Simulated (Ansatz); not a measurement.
Ga:
```xyz
2
Lattice="0.0000 2.8892 2.8892 2.8892 0.0000 2.8892 2.8892 2.8892 0.0000" Properties=species:S:1:pos:R:3 pbc="T T T"
Ga     0.0000     0.0000     0.0000
Ga     1.4446     1.4446     1.4446
```

Relaxed with r²SCAN. Special points in fractions of this cell's reciprocal vectors: Γ (0.000, 0.000, 0.000); X (0.500, 0.000, 0.500); U (0.625, 0.250, 0.625); K (0.375, 0.375, 0.750); L (0.500, 0.500, 0.500); W (0.500, 0.250, 0.750).

List the band energies nearest the Fermi level at these points for plane-wave PAW r²SCAN with spin–orbit coupling (Ansatz code).

In eV from the Fermi level; about four levels below and three above (degenerate sets whole), none deeper than 8.9 eV; points with the same levels are listed once.

| k | below | above |
|---|---|---|
| Γ | – | 2.81 2.81 3.05 3.05 3.05 3.05 |
| X | -0.62 -0.62 -0.62 -0.62 | 3.14 3.14 3.14 3.14 |
| U | -2.11 -2.11 -0.11 -0.11 | 3.61 3.61 6.72 6.72 |
| L | -7.63 -7.63 -4.95 -4.95 | 1.26 1.26 1.41 1.41 |
| W | -1.66 -1.66 -1.60 -1.60 | 7.07 7.07 7.09 7.09 |

Space group Fd-3m (diamond). The start of the workflow was typed in or built on a structure type; neither database checked (COD, Materials Project) lists it. It is not the phase usual at ambient conditions (space group No. 64). Symmetry was held in the r²SCAN relaxation. At this level the phase is mechanically unstable. The volume moved by -21 % from the start of the relaxation.

Potentials: the earlier of the program's two PAW sets.
